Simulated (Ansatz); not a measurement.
Na (bcc, W type)

```
CELL_PARAMETERS angstrom
     -2.11115     2.11115     2.11115
      2.11115    -2.11115     2.11115
      2.11115     2.11115    -2.11115
ATOMIC_POSITIONS crystal
  Na 0.00000 0.00000 0.00000
```

Equation-of-state scan: isotropic scaling of the cell above, V₀ being its volume. Symmetry pins the atoms to their sites.

These are r2SCAN (plane waves to 500 eV, PAW, scalar-relativistic; Ansatz, a quantum-chemistry and plane-wave program) values and carry that method's errors. k mesh 16×16×16 (Γ-centred), Fermi-Dirac smearing 0.05 eV. Energies are smeared free energies. Compression counts positive. Na was relaxed with its symmetry unable to fall. The PAW data are Ansatz's earlier set. The zero of ΔE is the relaxed starting cell. The last digit holds for this mesh only.

```
V (Å³/atom)  ΔE (meV/atom)
-----------  -------------
33.873                10.8
34.814                 5.8
35.755            withheld
36.696                 0.6
37.637                 0.0
38.578                 0.5
39.519                 2.0
40.460                 4.4
41.401                 7.6
```

Question: Fit a third-order Birch-Murnaghan form (E₀, V₀, B₀, B₀′ free) to the given rows and predict ΔE at V = 35.755.

Answer: Least squares on the 8 given rows: ΔE = E₀ + (9V₀B₀/16)·y²·[2 + (B₀′ − 4)y], y = (V₀/V)^(2/3) − 1, with V₀ = 37.658 Å³/atom, B₀ = 7.657 GPa (160.2 GPa = 1 eV/Å³; the term in eV is multiplied by 1000), B₀′ = 3.91, E₀ = -0.02 meV/atom; root-mean-square residual 0.01 meV/atom. At 35.755 the fit gives 2.5 meV/atom; the calculation gives 2.5 meV/atom, the same to the digits shown. For the pressure the fit gives 0.4 GPa against the computed 0.4 GPa.

(A scan under strain: stresses follow from slopes of the energy per volume, elastic moduli from its curvatures.)
